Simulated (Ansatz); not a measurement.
A relaxed structure of MgO is spoiled in several ways and relaxed again each time (noise and exchanges are one random draw each; pressure is positive under compression). Calculation: r2SCAN (plane waves to 500 eV, PAW, scalar-relativistic; Ansatz, a first-principles code).

```cif
data_Mg4O4
_chemical_formula_sum 'O4 Mg4'
_space_group_name_H-M_alt 'Fm-3m'
_space_group_IT_number 225
_space_group_name_Hall '-F 4 2 3'
_cell_length_a 4.20758
_cell_length_b 4.20758
_cell_length_c 4.20758
_cell_angle_alpha 90.000
_cell_angle_beta 90.000
_cell_angle_gamma 90.000
loop_
_atom_site_label
_atom_site_type_symbol
_atom_site_symmetry_multiplicity
_atom_site_Wyckoff_symbol
_atom_site_fract_x
_atom_site_fract_y
_atom_site_fract_z
_atom_site_occupancy
O1 O 4 a 0.00000 0.00000 0.00000 1
Mg1 Mg 4 b 0.50000 0.50000 0.50000 1
```
(The calculation used a cell of 2 atoms; values per cell refer to that cell.)

```json
[
 {"change": "with every coordinate shifted by Gaussian noise of σ = 0.3 Å", "first pressure (GPa)": "66.0", "first V (Å³/atom)": "9.31", "released (eV/atom)": "1.21", "moves": "8", "outcome": "returns to the parent", "final group": "Fm-3m", "E − E(parent) (eV/atom)": "0.000"},
 {"change": "with every coordinate shifted by Gaussian noise of σ = 0.1 Å", "first pressure (GPa)": "0.5", "first V (Å³/atom)": "9.31", "released (eV/atom)": "0.007", "moves": "5", "outcome": "returns to the parent", "final group": "Fm-3m", "E − E(parent) (eV/atom)": "0.000"},
 {"change": "deformed by the Cartesian strain tensor (xx, yy, zz, yz, xz, xy) = (0.037, -0.088, -0.043, 0.140, 0.056, 0.106)", "first pressure (GPa)": "…", "first V (Å³/atom)": "8.13", "released (eV/atom)": "…", "moves": "10", "outcome": "…", "final group": "…", "E − E(parent) (eV/atom)": "…"},
 {"change": "doubled along one cell vector, shaken by Gaussian noise of σ = 0.08 Å a coordinate", "first pressure (GPa)": "1.7", "first V (Å³/atom)": "9.31", "released (eV/atom)": "0.045", "moves": "4", "outcome": "returns to the parent", "final group": "Fm-3m", "E − E(parent) (eV/atom)": "0.000"}
]
```

### Question
Some entries are withheld; supply them.

### Answer

- deformed by the Cartesian strain tensor (xx, yy, zz, yz, xz, xy) = (0.037, -0.088, -0.043, 0.140, 0.056, 0.106), first pressure (GPa): 38.5
- deformed by the Cartesian strain tensor (xx, yy, zz, yz, xz, xy) = (0.037, -0.088, -0.043, 0.140, 0.056, 0.106), released (eV/atom): 1.01
- deformed by the Cartesian strain tensor (xx, yy, zz, yz, xz, xy) = (0.037, -0.088, -0.043, 0.140, 0.056, 0.106), outcome: returns to the parent
- deformed by the Cartesian strain tensor (xx, yy, zz, yz, xz, xy) = (0.037, -0.088, -0.043, 0.140, 0.056, 0.106), final group: Fm-3m
- deformed by the Cartesian strain tensor (xx, yy, zz, yz, xz, xy) = (0.037, -0.088, -0.043, 0.140, 0.056, 0.106), E − E(parent) (eV/atom): 0.000

First-step values come from each run's starting, coarser k-mesh (9×9×9, 10×11×11, 9×5×9). The runs use different k-meshes, so differences are rounded accordingly. No spin polarisation in the result.
